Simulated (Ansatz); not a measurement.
Mg₂Sn:
```
CELL_PARAMETERS angstrom
      5.57174     0.00000     0.00000
     -2.78587     4.82527     0.00000
      0.00000     0.00000     4.97224
ATOMIC_POSITIONS crystal
  Mg 0.66504 0.00000 0.50000
  Mg 0.33496 0.33496 0.50000
  Mg 0.00000 0.66504 0.50000
  Mg 0.00000 0.00000 0.00000
  Sn 0.33333 0.66667 0.00000
  Sn 0.66667 0.33333 0.00000
```

Relaxed with LDA. Special points in fractions of this cell's reciprocal vectors: Γ (0.000, 0.000, 0.000); M (0.500, 0.000, 0.000); K (0.333, 0.333, 0.000); A (0.000, 0.000, 0.500); L (0.500, 0.000, 0.500); H (0.333, 0.333, 0.500).

**Question.** List the band energies nearest the Fermi level at these points for DFT-LDA in the program Ansatz with PAW potentials.

**Answer.** In eV from the Fermi level; about four levels below and three above (degenerate sets whole), none deeper than 8.9 eV; points with the same levels are listed once.

```json
[
 {"k": "Γ", "below": "-3.00 -3.00 -1.72 -1.72 -1.08", "above": "1.07 2.91 3.17"},
 {"k": "M", "below": "-2.04 -1.22 -1.09 -0.63", "above": "1.22 1.33 1.56"},
 {"k": "K", "below": "-0.99 -0.99 -0.98 -0.37 -0.37", "above": "0.31 1.46 4.19"},
 {"k": "A", "below": "-0.86 -0.86 -0.54 -0.43", "above": "0.38 0.38 1.09 1.09"},
 {"k": "L", "below": "-3.54 -3.28 -2.09 -0.80", "above": "2.18 2.59 2.62"},
 {"k": "H", "below": "-4.53 -4.53 -3.62 -0.15 -0.15", "above": "0.97 2.02 2.02"}
]
```

Space group P-62m. The first step of the workflow began from a Materials Project structure, measured or hypothetical; the Crystallography Open Database copy checked does not list it. COD files the formula under space group No. 225, 227, so this cell is another polymorph or a model. With Mg and Sn taken as one species the cell has the higher symmetry P6_3/mmc, so it may be an ordered model of a mixed-site phase. Its standing as an ambient phase is unchecked. The cell keeps a stress of up to 0.2 GPa. The cell was relaxed with LDA under the symmetry of its start; of distortions, only those at the zone centre were tested. Scalar-relativistic: spin–orbit coupling is off unless named, which matters more the heavier the elements.

Potentials: the later of the program's two PAW sets.
